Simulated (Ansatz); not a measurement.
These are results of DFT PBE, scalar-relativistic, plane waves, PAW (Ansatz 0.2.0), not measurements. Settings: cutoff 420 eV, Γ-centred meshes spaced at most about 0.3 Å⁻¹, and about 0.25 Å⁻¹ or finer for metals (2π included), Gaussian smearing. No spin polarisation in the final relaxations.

Each of these unrelaxed guesses is relaxed in cell and atoms within its symmetry. A guess keeps its type if space group and coordination stay and the shape of the cell changes little (axis ratios within about 15 %, angles within 6°); the volume may change.

1. Si3C2

```cif
data_structure
_symmetry_space_group_name_H-M 'P6_3/mmc'
_symmetry_Int_Tables_number 194
_cell_length_a 2.7040
_cell_length_b 2.7040
_cell_length_c 22.4936
_cell_angle_alpha 90.000
_cell_angle_beta 90.000
_cell_angle_gamma 120.000
_cell_volume 142.43
loop_
_atom_site_label
_atom_site_type_symbol
_atom_site_symmetry_multiplicity
_atom_site_Wyckoff_symbol
_atom_site_fract_x
_atom_site_fract_y
_atom_site_fract_z
_atom_site_occupancy
Si1 Si 2 c 0.33333 0.66667 0.25000 1
Si2 Si 4 f 0.33333 0.66667 0.65000 1
C1 C 4 f 0.33333 0.66667 0.05000 1
```

2. GeSb4Se

```cif
data_structure
_symmetry_space_group_name_H-M 'F-43m'
_symmetry_Int_Tables_number 216
_cell_length_a 8.5084
_cell_length_b 8.5084
_cell_length_c 8.5084
_cell_angle_alpha 90.000
_cell_angle_beta 90.000
_cell_angle_gamma 90.000
_cell_volume 615.94
loop_
_atom_site_label
_atom_site_type_symbol
_atom_site_symmetry_multiplicity
_atom_site_Wyckoff_symbol
_atom_site_fract_x
_atom_site_fract_y
_atom_site_fract_z
_atom_site_occupancy
Ge1 Ge 4 a 0.00000 0.00000 0.00000 1
Sb1 Sb 16 e 0.87645 0.37645 0.12355 1
Se1 Se 4 c 0.25000 0.25000 0.25000 1
```

3. MgCd2O3

```cif
data_structure
_symmetry_space_group_name_H-M 'P-3m1'
_symmetry_Int_Tables_number 164
_cell_length_a 3.5157
_cell_length_b 3.5157
_cell_length_c 8.6118
_cell_angle_alpha 90.000
_cell_angle_beta 90.000
_cell_angle_gamma 120.000
_cell_volume 92.18
loop_
_atom_site_label
_atom_site_type_symbol
_atom_site_symmetry_multiplicity
_atom_site_Wyckoff_symbol
_atom_site_fract_x
_atom_site_fract_y
_atom_site_fract_z
_atom_site_occupancy
Mg1 Mg 1 b 0.00000 0.00000 0.50000 1
Cd1 Cd 2 d 0.66667 0.33333 0.83333 1
O1 O 2 d 0.33333 0.66667 0.66667 1
O2 O 1 a 0.00000 0.00000 0.00000 1
```

Task: Which guesses survive the relaxation?

Result: Guesses 2 and 3 keep their type.

```json
{"guess": "1", "kept": "no", "start group": "P6_3/mmc", "end group": "P6_3/mmc", "V start (Å³/atom)": "14.2", "V end": "13.4", "b/a and c/a, end over start": "1.00, 0.61", "nearest neighbours start": "C 12, Si 12", "nearest neighbours end": "C 3, Si 2/3"}
{"guess": "2", "kept": "yes", "start group": "F-43m", "end group": "F-43m", "V start (Å³/atom)": "25.7", "V end": "27.7", "b/a and c/a, end over start": "1.00, 1.00", "nearest neighbours start": "Ge 16, Sb 6, Se 16", "nearest neighbours end": "Ge 16, Sb 6, Se 16"}
{"guess": "3", "kept": "yes", "start group": "P-3m1", "end group": "P-3m1", "V start (Å³/atom)": "15.4", "V end": "12.2", "b/a and c/a, end over start": "1.00, 1.02", "nearest neighbours start": "Cd 6, Mg 6, O 6", "nearest neighbours end": "Cd 6, Mg 6, O 6"}
```

Neighbours count within 15 % of an atom's shortest distance; end groups are read at 0.02 Å (0.05 Å in metals).

Weakly bound directions are ill-defined at this level, which has no dispersion term (Si3C2 P6_3/mmc). These runs have no spin–orbit coupling, which can matter for Sb. Cells relaxed within their symmetry can be saddle points.

In counts of neighbours, a slash parts the counts of unlike sites.
